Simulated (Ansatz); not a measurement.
All numbers below come from Ansatz, DFT, LDA (PW92), plane waves (420 eV) with PAW, scalar-relativistic. The PAW files were generated under PBE, with cores re-solved for the functional.

An element in the diamond structure gives this curve. The cell is scaled uniformly from the relaxed one, with fractional coordinates and shape fixed. Energies are extrapolated to zero smearing, pressures are those at the given smearing. Magnetic state: spin not included.

```
V (Å³/atom)  E − E₀ (meV/atom)  P (GPa)
     18.797               52.6     7.57
     19.651               21.0     4.42
     20.506                4.6     1.95
     21.360                0.0     0.02
     22.215                4.5    -1.47
     23.069               15.9    -2.62
     23.923               32.7    -3.51
```

Q: Which element is it?
A. zinc
B. gallium
C. silicon
D. osmium

A: A. Its fit is V₀ = 21.33 Å³/atom, B₀ = 43 GPa, B₀′ = 5.4.
